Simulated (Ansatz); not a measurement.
ZnSe (zinc blende)

```
ZnSe
1.0
    0.00000     2.86650     2.86650
    2.86650     0.00000     2.86650
    2.86650     2.86650     0.00000
Se Zn
1 1
Direct
  0.75000   0.75000   0.75000
  0.00000   0.00000   0.00000
```

The slice is a {100} plane (indices of the conventional cell) through the point (0.750, 0.750, 0.750) (fractional), spanned by u = [100] and v = [0 1 -1] in vectors of this cell: u (4.05 Å) and v (4.05 Å, at 90° to u). It covers one period; positions are fractions (u, v).

All values below come from PBE (plane waves to 420 eV, PAW, scalar-relativistic; Ansatz, a quantum-chemistry and plane-wave program). k mesh 10×10×10. These are valence fields of a PAW run, semicore shells included where kept as valence: close to a nucleus they are smooth pseudo fields. ZnSe was relaxed with its symmetry unable to fall.

**Question.** Sketch the density of the lowest conduction band (whole band as if filled, smooth part) on this plane as a map.

**Answer.** 
```
|5689974210000111000012479986|
|8899863200000111000002368998|
|9999753100000111000001357999|
|9987532100000000000001235789|
|7765321000000000000000123567|
|4433210000000000000000012334|
|2221100000000000000000001122|
|1100000000000000000000000001|
|0000000000000000000000000000|
|0000000000000000000000000000|
|0000000000000000000000000000|
|0000000000000000000000000000|
|1111000000000000000000000111|
|1111000000000000000000000111|
|1111000000000000000000000111|
|0000000000000000000000000000|
|0000000000000000000000000000|
|0000000000000000000000000000|
|0000000000000000000000000000|
|1100000000000000000000000001|
|2221100000000000000000001122|
|4433210000000000000000012334|
|7765321000000000000000123567|
|9987532100000000000001235789|
|9999753100000111000001357999|
|8899863200000111000002368998|
|5689974210000111000012479986|
|4589974210000111000012479985|
```
Scale: ten equal steps from 0.023 (start of '0') to 0.150 (end of '9'), in the order '0123456789'. Values: density of the lowest conduction band (whole band as if filled, smooth part) in e/Å³. The map has 28 points along u (one character each, u = 0 at the left) and 28 along v (v = 0 in the bottom row).
